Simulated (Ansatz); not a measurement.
Ti2O (anti-CdI2 type, space group No. 164) under volume change, DFT-r²SCAN in the program Ansatz with PAW potentials, shape and atoms relaxed at each volume.

```tsv
V (Å³/atom)	E − E(relaxed) (meV/atom)	P (GPa)
11.015	71.1	22.67
11.378	?	?
11.742	?	?
12.105	0.0	0.00
12.468	6.4	-5.49
12.831	24.3	-10.18
13.194	52.0	-14.20
```

Problem. Fill in the missing entries.

Solution. 
- 11.378, E − E(relaxed) (meV/atom): 29.9
- 11.378, P (GPa): 13.91
- 11.742, E − E(relaxed) (meV/atom): 7.1
- 11.742, P (GPa): 6.41

Problem. What does a third-order Birch–Murnaghan fit give for V₀, B₀ and B′?

Solution. V₀ = 12.10 Å³/atom, B₀ = 197 GPa, B′ = 4.2.

Space group P-3m1 (anti-CdI2 type). The workflow started from an entry of the Crystallography Open Database (COD). Whether it is the stable phase at ambient conditions was not checked. The r²SCAN relaxation kept the symmetry of its start; whether a distortion lowers the energy is not shown. No spin polarisation was allowed.

Potentials: the later of the program's two PAW sets.
